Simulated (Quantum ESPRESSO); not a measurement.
## Band energies of HgTe

```
HgTe
1.0
    0.00000     3.25438     3.25438
    3.25438     0.00000     3.25438
    3.25438     3.25438     0.00000
Te Hg
1 1
Direct
  0.75000   0.75000   0.75000
  0.00000   0.00000   0.00000
```

norm-conserving PBEsol (Quantum ESPRESSO, 82 Ry, scalar-relativistic); path ΓXWKΓLUWLK,UX; energies in eV from the Fermi level.

| k (1/Å) | point | band 14 | band 15 | band 16 | band 17 | band 18 | band 19 | band 20 | band 21 |
|---|---|---|---|---|---|---|---|---|---|
| 0.00 | Γ | -6.72 | -6.72 | -0.88 | -0.02 | -0.02 | -0.02 | 4.22 | 4.22 |
| 0.43 |  | -6.75 | -6.70 | -3.09 | -1.11 | -1.11 | 1.80 | 2.98 | 5.80 |
| 0.97 | X | -6.66 | -6.30 | -5.36 | -2.22 | -2.22 | 1.84 | 2.43 | 7.98 |
| 1.45 | W | -6.76 | -6.14 | -5.45 | -2.60 | -2.50 | 3.02 | 4.55 | 5.19 |
| 1.56 |  | -6.73 | -6.17 | -5.42 | -2.72 | -2.29 | 2.83 | 4.21 | 5.65 |
| 1.79 | K | -6.70 | -6.21 | -5.39 | -2.85 | -1.84 | 2.18 | 3.93 | 6.91 |
| 1.99 |  | -6.73 | -6.44 | -5.05 | -2.80 | -1.35 | 2.20 | 4.59 | 6.09 |
| 2.51 |  | -6.73 | -6.71 | -2.51 | -0.78 | -0.21 | 1.04 | 3.97 | 4.50 |
| 2.81 | Γ | -6.72 | -6.72 | -0.88 | -0.02 | -0.02 | -0.02 | 4.22 | 4.22 |
| 3.02 |  | -6.72 | -6.72 | -1.91 | -0.19 | -0.19 | 0.58 | 4.10 | 4.45 |
| 3.44 |  | -6.71 | -6.71 | -4.69 | -0.85 | -0.85 | 0.68 | 5.00 | 5.00 |
| 3.65 | L | -6.70 | -6.43 | -5.41 | -0.97 | -0.97 | 0.62 | 5.01 | 5.01 |
| 4.00 |  | -6.71 | -6.35 | -5.29 | -2.49 | -1.44 | 2.05 | 4.38 | 6.04 |
| 4.24 | U | -6.70 | -6.21 | -5.39 | -2.85 | -1.84 | 2.18 | 3.93 | 6.91 |
| 4.58 | W | -6.76 | -6.14 | -5.45 | -2.60 | -2.50 | 3.02 | 4.55 | 5.19 |
| 4.97 |  | -6.71 | -6.38 | -5.30 | -2.20 | -1.37 | 1.92 | 4.41 | 5.54 |
| 5.26 | L | -6.70 | -6.43 | -5.41 | -0.97 | -0.97 | 0.62 | 5.01 | 5.01 |
| 5.43 |  | -6.70 | -6.42 | -5.36 | -1.59 | -1.10 | 1.25 | 4.67 | 5.27 |
| 5.86 | K | -6.70 | -6.21 | -5.39 | -2.85 | -1.84 | 2.18 | 3.93 | 6.91 |
| 5.86 | U | -6.70 | -6.21 | -5.39 | -2.85 | -1.84 | 2.18 | 3.93 | 6.91 |
| 6.20 | X | -6.66 | -6.30 | -5.36 | -2.22 | -2.22 | 1.84 | 2.43 | 7.98 |

At this level the gap is closed or nearly so: along the path the highest valence and lowest conduction bands touch, or overlap by less than 0.6 eV, a zero-gap or semimetallic result; the valence top lies at Γ, the conduction bottom at Γ.

Spin-orbit coupling is left out, which matters for elements this heavy: edges can move by tenths of an eV.

Geometry relaxed with PBEsol.
